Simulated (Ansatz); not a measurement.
BeSe:
```cif
data_BeSe
_chemical_formula_sum 'Se1 Be1'
_space_group_name_H-M_alt 'P 1'
_space_group_IT_number 1
_cell_length_a 3.62669
_cell_length_b 3.62669
_cell_length_c 3.62669
_cell_angle_alpha 60.000
_cell_angle_beta 60.000
_cell_angle_gamma 60.000
loop_
_space_group_symop_operation_xyz
  'x, y, z'
loop_
_atom_site_label
_atom_site_type_symbol
_atom_site_fract_x
_atom_site_fract_y
_atom_site_fract_z
_atom_site_occupancy
Se1 Se 0.75000 0.75000 0.75000 1
Be1 Be 0.00000 0.00000 0.00000 1
```

Relaxed with PBEsol. Independent-particle spectrum: no excitons, no local fields, no scissors shift; 0.1 eV broadening; ε₁ of the summed bands alone.

Tabulate the dielectric function from DFT-PBEsol in the program Ansatz with PAW potentials.



```csv
E (eV),ε₁ xx,ε₂ xx
0.0,6.58,0.00
0.3,6.60,0.00
0.6,6.63,0.00
0.9,6.69,0.00
1.2,6.78,0.00
1.5,6.90,0.00
1.8,7.06,0.00
2.1,7.25,0.00
2.4,7.50,0.00
2.7,7.80,0.00
3.0,8.19,0.00
3.3,8.68,0.00
3.6,9.33,0.00
3.9,10.24,0.00
4.2,11.69,0.02
4.5,13.98,0.89
4.8,16.26,2.99
5.1,19.17,6.65
5.4,18.27,15.32
5.7,13.90,17.34
6.0,11.63,23.94
6.3,-6.47,21.21
6.6,-3.50,12.40
6.9,-0.08,13.01
7.2,-4.33,12.27
7.5,-5.46,10.42
7.8,-5.36,8.03
8.1,-5.11,6.78
8.4,-4.89,5.58
8.7,-4.47,4.64
9.0,-4.12,3.96
9.3,-3.76,3.35
9.6,-3.41,2.83
9.9,-3.04,2.41
10.2,-2.58,2.05
10.5,-2.02,2.17
10.8,-2.21,2.11
11.1,-2.07,1.80
11.4,-1.89,1.68
11.7,-1.75,1.47
12.0,-1.53,1.40
```

From ε at 4.8 eV (xx: 16.26 + 2.99i), find n, k, the normal reflectivity and the absorption coefficient.

n = 4.05, k = 0.369, R = 37 %, α = 2kE/ħc = 180000 cm⁻¹.

With all bands, ε∞ without local fields is 6.62. DFPT, with local fields, gives 6.11.

Space group F-43m (zinc blende). The PBEsol relaxation kept the symmetry of its start. Scalar-relativistic: spin–orbit coupling is off unless named, which matters more the heavier the elements.

Potentials: the later of the program's two PAW sets.
